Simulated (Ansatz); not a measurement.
Relaxed HfO2 (fluorite):

```xyz
3
Lattice="0.0000 2.5491 2.5491 2.5491 0.0000 2.5491 2.5491 2.5491 0.0000" Properties=species:S:1:pos:R:3 pbc="T T T"
Hf     0.0000     0.0000     0.0000
O      1.2745     1.2745     1.2745
O      3.8236     3.8236     3.8236
```

Two-dimensional scan of atom 2 (O, nearest neighbour Hf at 2.208 Å; its periodic images, 3.6 Å or more away, move with it): u runs along (1.000, 0.000, 0.000), v along (0.000, 0.000, 1.000) (Cartesian). Cell and other atoms are fixed.

Method: PBE (plane waves to 420 eV, PAW, scalar-relativistic; Ansatz, a first-principles code). k mesh 9×9×9 (Γ-centred), Fermi-Dirac smearing 0.05 eV. Fu and Fv are the components of the force on the atom. HfO2 is run without spin polarisation. HfO2 was relaxed with its symmetry unable to fall. Spin-orbit coupling is left out, though Hf is heavy. The PAW data are Ansatz's earlier set. This is a high-temperature form of HfO2. 

What Fv (eV/Å) does the calculation give at all points of the grid u = -0.330, -0.165, 0.000, 0.165, 0.330 by v = -0.330, -0.165, 0.000, 0.165, 0.330?

Fv (eV/Å), with u across and v down:

```tsv
v \ u	-0.330	-0.165	0.000	0.165	0.330
-0.330	4.41	3.94	3.79	3.94	4.41
-0.165	2.10	1.86	1.77	1.86	2.10
0.000	0.00	0.00	0.00	0.00	0.00
0.165	-2.10	-1.86	-1.77	-1.86	-2.10
0.330	-4.41	-3.94	-3.79	-3.94	-4.41
```

(For displaced atoms, the force is minus the slope of the energy, and its curvature is a force constant, which sets phonon frequencies.)
